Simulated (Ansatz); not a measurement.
SrMg2FeH8 in space group P-3m1 (No. 164; Pearson symbol hP12) at seven volumes, PBEsol in the plane-wave PAW code Ansatz, shape and atoms relaxed at each. One row is withheld.

```tsv
V (Å³/atom)	P (GPa)
8.398	6.35
8.675	3.92
8.952	1.83
9.229	0.01
9.506	-1.56
9.783	-2.91
10.060	?
```

Problem. Fit the shown pressures and predict the withheld one.

Solution. P = (3/2)B₀(x^(7/2) − x^(5/2))[1 + (3/4)(B′ − 4)(x − 1)] with x = (V₀/V)^(2/3). Least squares on the six rows gives V₀ = 9.231 Å³/atom, B₀ = 56.1 GPa, B′ = 3.82. At V = 10.060, x = 0.9443 and P = -4.09 GPa. The run itself gave -4.09 GPa.

The workflow started from a Materials Project entry (that database holds measured and hypothetical structures alike); the Crystallography Open Database copy checked does not list it. Its standing as an ambient phase is unchecked. The PBEsol relaxation kept the symmetry of its start; its stability against distortions is not shown here. No spin polarisation was allowed.

Potentials: the later of the program's two PAW sets.
